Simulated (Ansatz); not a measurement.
A relaxation computed with Ansatz, from input to last step.

```yaml
crystal:
  lattice:
    - [0.0, 2.7089746711, 5.5096196558]
    - [2.7089746711, 0.0, 5.5096196558]
    - [2.7089746711, 2.7089746711, 0.0]
  atoms:
    - { symbol: Ca, position: [0.5, 0.5, 0.5] }
    - { symbol: Fe, position: [0.25, 0.25, 0.25], spin: 3.1 }
    - { symbol: Fe, position: [0.75, 0.75, 0.75], spin: 3.1 }
    - { symbol: As, position: [0.8796957651, 0.8796957651, 0.1203042349] }
    - { symbol: As, position: [0.1203042349, 0.1203042349, 0.8796957651] }
basis:
  ecutwfc: 500
kpoints:
  mp_grid: { grid: [10, 10, 10] }
hamiltonian:
  xc: r2scan
scf:
  occupations: { method: gaussian, width: 0.1 }
output:
  forces: true
  stress: true
  eigenvalues: true
  populations: true
  write_density: true
  write_potential: true
  elf: true
  volumetric_format: npy
magnetization:
  spin_polarized: true
relax:
  adjacent_minimum: "off"
  f_tol: 0.01
  max_steps: 30
  cell: { stress_tol: 0.1, fix: [volume] }
```

```bash
ansatz run input.yaml --threads 2 --pin off --max-ram 5120MiB --backend cpu --events-out ev --progress --plain --runs-dir out
```

Method: Ansatz 0.2.0, DFT r2SCAN, scalar-relativistic, plane waves, PAW.

The volume is held at 0.91 times that of the relaxed cell.

Of 5 frames 4 are shown, positions in Å and forces in eV/Å; the SCF threshold varies from step to step. Steps run on the plane waves of an earlier cell, with a Pulay correction in the pressure. The basis is chosen afresh for the last frame, the zero of the energies, and at times for earlier ones too; energy and pressure step there, also at an unchanged geometry.

```xyz
5
Lattice="0.0000 2.7090 5.5096 2.7090 0.0000 5.5096 2.7090 2.7090 0.0000" Properties=species:S:1:pos:R:3:forces:R:3 pbc="T T T" step=1 free_energy_over_end_meV_per_atom=0.69 pressure_GPa=8.22
Ca    2.7090    2.7090    5.5096    0.0000    0.0000    0.0000
Fe    1.3545    1.3545    2.7548    0.0000    0.0000    0.0000
Fe    4.0635    4.0635    8.2644    0.0000    0.0000    0.0000
As    2.7090    2.7090    9.6936    0.0000    0.0000    0.1257
As    2.7090    2.7090    1.3257    0.0000    0.0000   -0.1257
5
Lattice="0.0000 2.7143 5.4882 2.7143 0.0000 5.4882 2.7143 2.7143 0.0000" Properties=species:S:1:pos:R:3:forces:R:3 pbc="T T T" step=2 free_energy_over_end_meV_per_atom=0.23 pressure_GPa=8.05
Ca    2.7143    2.7143    5.4882    0.0000    0.0000    0.0000
Fe    1.3571    1.3571    2.7441    0.0000    0.0000    0.0000
Fe    4.0714    4.0714    8.2323    0.0000    0.0000    0.0000
As    2.7143    2.7143    9.6615    0.0000    0.0000    0.0593
As    2.7143    2.7143    1.3150    0.0000    0.0000   -0.0593
5
Lattice="0.0000 2.7246 5.4466 2.7246 0.0000 5.4466 2.7246 2.7246 0.0000" Properties=species:S:1:pos:R:3:forces:R:3 pbc="T T T" step=3 free_energy_over_end_meV_per_atom=0.02 pressure_GPa=7.79
Ca    2.7246    2.7246    5.4466    0.0000    0.0000    0.0000
Fe    1.3623    1.3623    2.7233    0.0000    0.0000    0.0000
Fe    4.0869    4.0869    8.1699    0.0000    0.0000    0.0000
As    2.7246    2.7246    9.5944    0.0000    0.0000   -0.0302
As    2.7246    2.7246    1.2987    0.0000    0.0000    0.0302
5
Lattice="0.0000 2.7230 5.4529 2.7230 0.0000 5.4529 2.7230 2.7230 0.0000" Properties=species:S:1:pos:R:3:forces:R:3 pbc="T T T" step=5 free_energy_over_end_meV_per_atom=0.00 pressure_GPa=7.85
Ca    2.7230    2.7230    5.4529    0.0000    0.0000    0.0000
Fe    1.3615    1.3615    2.7265    0.0000    0.0000    0.0000
Fe    4.0845    4.0845    8.1794    0.0000    0.0000    0.0000
As    2.7230    2.7230    9.6037    0.0000    0.0000   -0.0026
As    2.7230    2.7230    1.3022    0.0000    0.0000    0.0026
```

Time: 2.1 min on 2 threads of AMD EPYC 9R45 96-Core Processor (Zen 5), with other jobs on the host, peak memory 1.3 GiB.

The state reached may not be the lowest one. Only parallel moments were tried here.